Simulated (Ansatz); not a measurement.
Computed properties of Ca

Ca:
```
CELL_PARAMETERS angstrom
      3.44849     0.00000     0.00000
      0.00000     3.44849     0.00000
      0.00000     0.00000     3.44849
ATOMIC_POSITIONS crystal
  Ca 0.00000 0.00000 0.00000
```

Space group Pm-3m (No. 221), simple cubic; conventional cell a = 3.4485 Å, b = 3.4485 Å, c = 3.4485 Å, α = 90.00°, β = 90.00°, γ = 90.00°.

Method: PBEsol in the plane-wave PAW code Ansatz. Geometry: relaxed at this level of theory. Other levels are named where they apply.

### Cell and energy

```yaml
volume_per_atom: 41.01 Å³
density: 1.62 g/cm³
```

### Electronic structure

```yaml
electronic_character: metallic (no gap)
Density of states at the Fermi level: 0.89 states/eV per atom (mean over ±0.08 eV)
```

### Mechanics

```yaml
Bulk modulus (Birch–Murnaghan fit): 11.7 GPa
Pressure derivative B′: 3.5
Elastic constants (relaxed ions, GPa): C11 = 51.8, C12 = -8.2, C44 = -9.4
mechanical_stability: unstable (C has a negative eigenvalue)
```

This is a known high-pressure phase of the composition, computed here at zero pressure and temperature. The cell was relaxed with PBEsol under the symmetry of its start. As this level gives no gap, shear constants depend on the k-mesh and smearing (Fermi–Dirac, 0.1 eV here).

Potentials: the earlier of the program's two PAW sets.
